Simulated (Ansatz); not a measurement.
Property card for La₂B₄Rh₅

La₂B₄Rh₅:
Space group Fmmm (No. 69); a = 5.4424 Å, b = 9.9026 Å, c = 11.1443 Å, α = β = γ = 90.00°

```
atom  site  symmetry       x       y       z
----  ----  --------  ------  ------  ------
Rh      8f       222  0.2500  0.2500  0.2500
B      16m       m..  0.0000  0.3388  0.1298
La      8i       mm2  0.0000  0.0000  0.1422
Rh      8e     ..2/m  0.2500  0.2500  0.0000
Rh      4b       mmm  0.5000  0.5000  0.5000
```
(The calculation used a cell of 11 atoms; values per cell refer to that cell.)

Space group Fmmm (No. 69); conventional cell a = 5.442 Å, b = 9.903 Å, c = 11.144 Å, α = β = γ = 90.00°.

Method: LDA (plane waves, PAW; program Ansatz). Structure relaxed to zero pressure with the same functional. Other levels are named where they apply.

**Cell and energy**

* **Volume per atom**: 13.65 Å³
* **Density**: 9.24 g/cm³
* **Formation energy from the elements (no fitted shifts)**: -0.71 eV/atom

**Electronic structure**

- Electronic character: metallic (no gap)
- Density of states at the Fermi level: 0.35 states/eV per atom (mean over ±0.08 eV)

**Mechanics**

- Bulk modulus (Birch–Murnaghan fit): 202 GPa
- Pressure derivative B′: 4.4

The workflow started from an entry of the Crystallography Open Database (COD). Its standing as an ambient phase is unchecked. The cell was relaxed with LDA under the symmetry of its start; whether a distortion lowers the energy is not shown. No spin polarisation was allowed. The references are the lowest solids computed at this level, not always the standard phases. Scalar-relativistic: spin–orbit coupling is off unless named, which matters more the heavier the elements.

Potentials: the later of the program's two PAW sets.
